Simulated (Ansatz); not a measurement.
# SnSe: elastic constants from stress and strain

```
CELL_PARAMETERS angstrom
0.00000 3.01000 3.01000
3.01000 0.00000 3.01000
3.01000 3.01000 0.00000
ATOMIC_POSITIONS crystal
Sn 0.00000 0.00000 0.00000
Se 0.50000 0.50000 0.50000
```

Atom numbers follow the list: Sn1, Se2.

The cell comes from COD entry 9008725, which wasn't checked; take it as a given geometry.

No spin–orbit coupling, which matters for the heavy atoms here.

Method: Ansatz 0.2.0, DFT, LDA, all-electron LAPW, scalar-relativistic.

Numerical set-up: a Γ-centred 9×9×9 k mesh, Fermi–Dirac smearing of 0.02 eV, basis error target 0.25 meV/atom, no spin polarisation.

The unstrained cell is at -3.25 GPa. Large strains and very small stresses are left out. Each strain is applied once, with fractional coordinates held (clamped ions), and σ below is the change of stress, positive in tension. One finite strain gives stress–strain coefficients at this pressure with an error of the order of the strain times third-order constants, a few per cent for each per cent of strain.

Estimate the stiffness probed by this change, and the stress that it gives: equal xy, yz and zx engineering shear strains of -1 %.

σxy = -0.20 GPa and γxy = 2εxy = -0.0100, so C44 (clamped ions) = σxy/γxy = 20 GPa.

Estimate the stiffness probed by this change, and the stress that it gives: equal xy, yz and zx engineering shear strains of +1 %.

σxy = 0.21 GPa and γxy = 2εxy = 0.0100, so C44 (clamped ions) = σxy/γxy = 21 GPa.
